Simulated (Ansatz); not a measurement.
## A series in space group P6_3/mmc

All 4 crystals share space group P6_3/mmc (No. 194) and the same kinds of sites, 2 atoms in the primitive cell. They are database entries and needn't be the stable phases. The set is a selection: crystals with an unstable lattice, a very soft shear in a metal or doubtful stress slopes were left out. Cells are relaxed by PAW under the functional.

Quantity: elastic moduli (Hill averages, relaxed ions; θ_D from sound speeds over directions). Level: r²SCAN, PAW on Ansatz 0.2.0's default frozen-core files (fitted under PBE), scalar-relativistic.

```tsv
crystal	cell (conventional)	k mesh	smearing (eV)
Lu	a = 3.505, c = 5.465 Å	16×16×10	0.08
Os	a = 2.738, c = 4.317 Å	20×20×12	0.08
Ru	a = 2.703, c = 4.265 Å	18×18×10	0.08
Zn	a = 2.581, c = 5.103 Å	20×20×10	0.05
```

Task: Rank them by C11, lowest first.
A. Ru
B. Os
C. Zn
D. Lu

Result: D (91.6 GPa), C (239 GPa), A (605 GPa), B (793 GPa).

All values:

```csv
crystal,B (GPa),G (GPa),C11 (GPa),C33 (GPa),C44 (GPa),ν,θ_D (K)
Lu,46.4,30.2,91.6,88.9,28.0,0.233,186
Os,428,284,793,893,274,0.228,485
Ru,337,208,605,679,200,0.244,567
Zn,77.1,58.8,239,75.1,43.3,0.196,363
```

Keep in mind: frozen-core PAW files fitted under PBE, their cores solved anew for the functional of the run; responses of metals move with mesh and smearing; elastic stability says nothing of phonons or of other phases; no spin-orbit coupling on heavy atoms (Os).
